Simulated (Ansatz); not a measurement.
**Vibrations of AlNi (Pm-3m) by finite displacements**

```
Al Ni
1.0
     2.86251    0.00000    0.00000
     0.00000    2.86251    0.00000
     0.00000    0.00000    2.86251
Al Ni
1 1
Cartesian
  0.0000 0.0000 0.0000
  1.4313 1.4313 1.4313
```

Unless marked otherwise, the numbers come from PBEsol, all-electron LAPW in Ansatz 0.2.0, scalar-relativistic. k mesh 14×14×14, Fermi-Dirac smearing of 0.100 eV, basis error target 1 meV/atom. The cell was relaxed by PAW under this functional.

Atoms are displaced by 0.01 Å in the smallest supercells that hold the wave vectors of a 2×2×2 mesh. Negative values stand for unstable modes.

What are the phonon energies at the solved wave vectors, in THz?

```
                q  point                        modes (THz)
0.000 0.000 0.000  Gamma                          9.06 (×3)
0.500 0.000 0.000      X  5.18 (×2), 6.19, 8.08 (×2), 11.13
0.500 0.500 0.000      M  3.90 (×2), 5.89, 7.86, 10.77 (×2)
0.500 0.500 0.500      R              5.11 (×3), 10.27 (×3)
```

Is the structure dynamically stable at these wave vectors?

Yes, no mode is unstable there; wave vectors off this mesh aren't tested.

How do the optical zone-centre modes decompose, and which are active?

Point group m-3m: Γ_opt = T1u.

```
label   THz  activity     mostly
  T1u  9.06        IR  Al (68 %)
```

In a metal the activity is that of symmetry alone; free carriers screen the infrared modes.

How well do frozen-core PAW files reproduce these all-electron values?

With a cutoff of 420 eV and displacements of 0.0025 Å, the r.m.s. difference over the modes is 0.2 cm⁻¹; the largest difference is 342.9 (PAW) against 342.4 cm⁻¹ (LAPW).

The cell is scaled evenly to 22.986 and 23.924 Å³ (from 23.455), with free atoms relaxed and the shape held. What are the mode Grüneisen parameters γ = −d ln ω/d ln V?

For the highest mode, 384.0 cm⁻¹ in the small cell and 359.2 in the large one give γ ≈ 1.67. From the change of the dynamical matrix on each mode:

```json
{"point": "Gamma", "cm⁻¹": "302.1", "γ": "1.98"}
{"point": "X", "cm⁻¹": "172.9", "γ": "2.06"}
{"point": "X", "cm⁻¹": "206.4", "γ": "2.08"}
{"point": "X", "cm⁻¹": "269.7", "γ": "1.69"}
{"point": "X", "cm⁻¹": "371.4", "γ": "1.67"}
{"point": "M", "cm⁻¹": "130.1", "γ": "1.81"}
{"point": "M", "cm⁻¹": "196.6", "γ": "1.79"}
{"point": "M", "cm⁻¹": "262.3", "γ": "1.68"}
{"point": "M", "cm⁻¹": "359.4", "γ": "1.95"}
{"point": "R", "cm⁻¹": "170.3", "γ": "2.76"}
{"point": "R", "cm⁻¹": "342.4", "γ": "1.70"}
```

Weighted by the modes' heat capacities at 300 K, the mean on this mesh is 1.92; it moves with the q mesh, and a coarse one overweights the zone boundary.

Known limits: responses of metals move with mesh and smearing; the frozen-core PAW files of the compared runs were fitted under PBE, their cores solved anew for this functional.
